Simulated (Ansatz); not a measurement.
Here is the system:

Ti5Ge4:
```xyz
36
Lattice="6.6533 0.0000 0.0000 0.0000 12.7879 0.0000 0.0000 0.0000 6.7571" Properties=species:S:1:pos:R:3 pbc="T T T"
Ti     5.4911     9.5909     3.3572
Ti     1.1622     3.1970     3.3999
Ti     4.4889     3.1970     6.7358
Ti     2.1644     9.5909     0.0213
Ti     4.3119     7.9998     1.1222
Ti     2.3414     4.7882     5.6350
Ti     5.6681     4.7882     4.5007
Ti     0.9852     7.9998     2.2564
Ti     0.9852    11.1821     2.2564
Ti     5.6681     1.6058     4.5007
Ti     2.3414     1.6058     5.6350
Ti     4.3119    11.1821     1.1222
Ti     3.2304     7.5952     4.5842
Ti     3.4229     5.1928     2.1730
Ti     0.0963     5.1928     1.2056
Ti     6.5570     7.5952     5.5515
Ti     6.5570    11.5867     5.5515
Ti     0.0963     1.2012     1.2056
Ti     3.4229     1.2012     2.1730
Ti     3.2304    11.5867     4.5842
Ge     4.5354     9.5909     5.7357
Ge     2.1179     3.1970     1.0214
Ge     5.4446     3.1970     2.3572
Ge     1.2087     9.5909     4.4000
Ge     3.0086     9.5909     2.6268
Ge     3.6447     3.1970     4.1303
Ge     0.3180     3.1970     6.0054
Ge     6.3353     9.5909     0.7518
Ge     4.6165     5.8868     6.5067
Ge     2.0368     6.9011     0.2505
Ge     5.3635     6.9011     3.1281
Ge     1.2899     5.8868     3.6291
Ge     1.2899     0.5071     3.6291
Ge     5.3635    12.2808     3.1281
Ge     2.0368    12.2808     0.2505
Ge     4.6165     0.5071     6.5067
```

This is the r²SCAN-relaxed structure.

Question: All from the program Ansatz at the r²SCAN level (PAW), unless another level is named. Give the electronic character.

Answer: metallic (no gap).

Question: Give the formation energy from the elements (no fitted shifts).

Answer: -71 kJ/mol of atoms.

Question: What about the density of states at the Fermi level?

Answer: 0.51 states/eV per atom (mean over ±0.08 eV).

Space group Pnma. The workflow started from a Materials Project entry (that database holds measured and hypothetical structures alike); the Crystallography Open Database copy checked does not list it. Its standing as an ambient phase is unchecked. The cell was relaxed with r²SCAN under the symmetry of its start; whether a distortion lowers the energy is not shown. The run is not spin-polarised. The references are the lowest solids computed at this level, not always the standard phases. Spin–orbit coupling is left out wherever it is not named.

Potentials: the later of the program's two PAW sets.
